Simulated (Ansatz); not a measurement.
# YHg: a fit and a missing row

YHg, Pm-3m, a = 3.666 Å. The structure is a COD entry; whether it is the stable form wasn't checked. Ansatz: PBEsol, PAW, 420 eV, Γ-centred 12×12×12 mesh on 2 atoms, Gaussian smearing 0.10 eV; no spin polarisation. Symmetry fixes shape and atoms, so the cell is only scaled; pressure is positive in compression.

| V (Å³/atom) | P (GPa) |
| --- | --- |
| 21.677 | 12.45 |
| 22.416 | 8.55 |
| 23.155 | 5.23 |
| 23.894 | 2.40 |
| 24.633 | -0.01 |
| 25.372 | ? |
| 26.111 | -3.80 |
| 27.097 | -5.71 |

**Question.** Take V0 = 24.633 Å³/atom, count pressures from its P0 = -0.01 GPa, fit the third-order Birch–Murnaghan form to the other rows, and predict the missing pressure.

**Answer.** With the Eulerian strain f = ½[(V0/V)^(2/3) − 1] and y = (P − P0)/[3f(1 + 2f)^(5/2)], the form is the line y = B0 + 1.5 B0 (B0′ − 4) f. Rows (f, y): 0.04448, 75.5; 0.03245, 75.1; 0.02106, 74.8; 0.01026, 74.4; -0.01905, 73.1; -0.03079, 72.3. Means f = 0.009735, y = 74.200; Σ(Δf)² = 0.004323, ΣΔfΔy = 0.1812; the slope is their ratio. y = 73.79 + 41.91 f GPa, so B0 = 73.8 GPa and B0′ = 4 + 2 × (41.91)/(3 × 73.79) = 4.38. At V = 25.372, f = -0.00976, y = 73.38 and P = -2.06 GPa. The run gave -2.06 GPa, the same to the digits shown.

Spin–orbit coupling is left out, which can shift energies with elements as heavy as these.